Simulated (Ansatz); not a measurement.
## Kick test of a cell of IrRu2

The structure comes from a generated guess, relaxed at this level; another structure or a mixture of phases may lie lower.

The calculation used DFT PBE, scalar-relativistic, plane waves, PAW (Ansatz). Plane waves to 420 eV, a k mesh through Γ of 18×18×8 on the computed 3-atom cell and Gaussian smearing (0.10 eV); no spin polarisation.

The cell below (3 atoms, space group P-3m1 (No. 164)) is relaxed within its symmetry.

```yaml
crystal:
  lattice:
    - [2.70595, 0.00000, 0.00000]
    - [-1.35298, 2.34342, 0.00000]
    - [0.00000, 0.00000, 6.64145]
  atoms:
    - { symbol: Ru, position: [0.66667, 0.33333, 0.66170] }
    - { symbol: Ru, position: [0.33333, 0.66667, 0.33830] }
    - { symbol: Ir, position: [0.00000, 0.00000, 0.00000] }
```

For the test a repeat of it with 6 atoms (edges 2.71, 2.71, 13.28 Å) was strained at random (σ = 1.5 % a component), the atoms were moved at random (σ = 0.10 Å), and all was relaxed again on a coarse 12×12×2 mesh (in the run’s order of axes) with 0.20 eV smearing, with no symmetry imposed.

Spin–orbit coupling, which can matter for Ir, is left out.

Q: Is the structure stable against such a distortion?

A: It returns, within 1 meV/atom of the unmoved cell on that mesh and with the same symmetry when read at 0.1 Å. So it is stable against the distortions that fit this cell and that this random move excites. Modes that don't fit the cell aren't tested.
